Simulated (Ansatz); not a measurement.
BN:
```
BN
1.0
    2.52322     0.00000     0.00000
   -1.26161     2.18517     0.00000
    0.00000     0.00000     4.17520
B N
2 2
Cartesian
  1.26161   0.72839   4.17394
  0.00000   1.45678   2.08634
  1.26161   0.72839   2.61076
  0.00000   1.45678   0.52316
```

Cartesian axes are those of the cell as given.

Give the proper piezoelectric stress tensor with relaxed ions from LDA (plane waves, PAW; program Ansatz).

In C/m², rows x, y, z, Voigt columns; mesh uncertainty up to 0.00.
```
 0.00   0.00   0.00   0.00  -0.30   0.00
 0.00   0.00   0.00  -0.30   0.00   0.00
-0.30  -0.30   0.89   0.00   0.00   0.00
```

The elastic tensor of the same run (GPa):

```
 987   146  64.3   0.0   0.0   0.0
 146   987  64.3   0.0   0.0   0.0
64.3  64.3  1090   0.0   0.0   0.0
 0.0   0.0   0.0   345   0.0   0.0
 0.0   0.0   0.0   0.0   345   0.0
 0.0   0.0   0.0   0.0   0.0   420
```

Convert to strain constants d = e·S.

In pC/N:
```
 0.0   0.0   0.0   0.0  -0.9   0.0
 0.0   0.0   0.0  -0.9   0.0   0.0
-0.3  -0.3   0.9   0.0   0.0   0.0
```

Space group P6_3mc (wurtzite). The cell was relaxed with LDA under the symmetry of its start; phonons on a q-mesh show no instability.

Potentials: the later of the program's two PAW sets.
